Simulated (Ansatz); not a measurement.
MgH2 (rutile)

```
CELL_PARAMETERS angstrom
      4.48439     0.00000     0.00000
      0.00000     4.48439     0.00000
      0.00000     0.00000     2.99668
ATOMIC_POSITIONS crystal
  Mg 0.00000 0.00000 0.00000
  Mg 0.50000 0.50000 0.50000
  H  0.30469 0.30469 0.00000
  H  0.80469 0.19531 0.50000
  H  0.19531 0.80469 0.50000
  H  0.69531 0.69531 0.00000
```

The slice is a (-1 1 0) plane (indices of the conventional cell) through the point (0.000, 0.000, 0.000) (fractional), spanned by u = [001] and v = [110] in vectors of this cell: u (3.00 Å) and v (6.34 Å, at 90° to u). It covers one period; positions are fractions (u, v).

Method: r2SCAN (plane waves to 500 eV, PAW, scalar-relativistic; Ansatz, a first-principles code). k mesh 8×8×11. These are valence fields of a PAW run, semicore shells included where kept as valence: close to a nucleus they are smooth pseudo fields. MgH2 was relaxed with its symmetry unable to fall.

Question: What is the ELF at the density minimum of the shortest Mg–H line in this plane (1.93 Å)?

Answer: 0.1.

Question: Sketch the electron localisation function (ELF) on this plane as a map.

Answer: 
```
v \ u  0.00  0.13  0.27  0.40  0.53  0.67  0.80  0.93
-----  ----  ----  ----  ----  ----  ----  ----  ----
0.94      x  0.40  0.03  0.13  0.19  0.05  0.17  0.43
0.84   0.12  0.15  0.12  0.06  0.05  0.08  0.16  0.13
0.75      x  1.00  0.92  0.20  0.06  0.61  0.99  1.00
0.66      x  1.00  0.81  0.04  0.02  0.22  0.98     x
0.56   0.81  0.48  0.07  0.43  0.42  0.29  0.08  0.77
0.47   0.41  0.15  0.15     x     x  0.41  0.04  0.35
0.38   1.00  0.99  0.28  0.05  0.09  0.05  0.89  1.00
0.28      x  1.00  0.96  0.25  0.07  0.72  1.00     x
0.19   0.87  0.82  0.40  0.07  0.04  0.16  0.68  0.86
0.09   0.36  0.18  0.02  0.11  0.14  0.05  0.05  0.31
0.00      x     x  0.07  0.15  0.23  0.04  0.35     x
```

Values: electron localisation function (ELF). Points within 0.4 Å of a nucleus are blanked (x), as the pseudised field means little there.
